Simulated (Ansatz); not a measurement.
Te2Pt:
```
CELL_PARAMETERS angstrom
      4.05326     0.00000     0.00000
     -2.02663     3.51023     0.00000
      0.00000     0.00000     5.08988
ATOMIC_POSITIONS crystal
  Te 0.66667 0.33333 0.73287
  Te 0.33333 0.66667 0.26713
  Pt 0.00000 0.00000 0.00000
```

Relaxed with PBE+D3(BJ). Special points in fractions of this cell's reciprocal vectors: Γ (0.000, 0.000, 0.000); M (0.500, 0.000, 0.000); K (0.333, 0.333, 0.000); A (0.000, 0.000, 0.500); L (0.500, 0.000, 0.500); H (0.333, 0.333, 0.500).

Question: List the band energies nearest the Fermi level at these points for PBE+D3(BJ) with spin–orbit coupling (plane waves, PAW; program Ansatz).

Answer: In eV from the Fermi level; about four levels below and three above (degenerate sets whole), none deeper than 8.9 eV; points with the same levels are listed once.

```csv
k,below,above
Γ,-1.13 -1.13 -0.13 -0.13,0.68 0.68 0.79 0.79
M,-3.13 -3.13 -2.72 -2.72,0.10 0.10 2.60 2.60
K,-0.20 -0.20 -0.13 -0.13,2.50 2.50 6.48 6.48
A,-1.39 -1.39 -1.03 -1.03,2.07 2.07 2.34 2.34
L,-2.43 -2.43 -0.66 -0.66,0.19 0.19 1.36 1.36
H,-2.64 -2.64 -2.45 -2.45,2.49 2.49 2.77 2.77
```

Space group P-3m1. Symmetry was held in the PBE+D3(BJ) relaxation. No spin polarisation was allowed.

Potentials: the later of the program's two PAW sets.
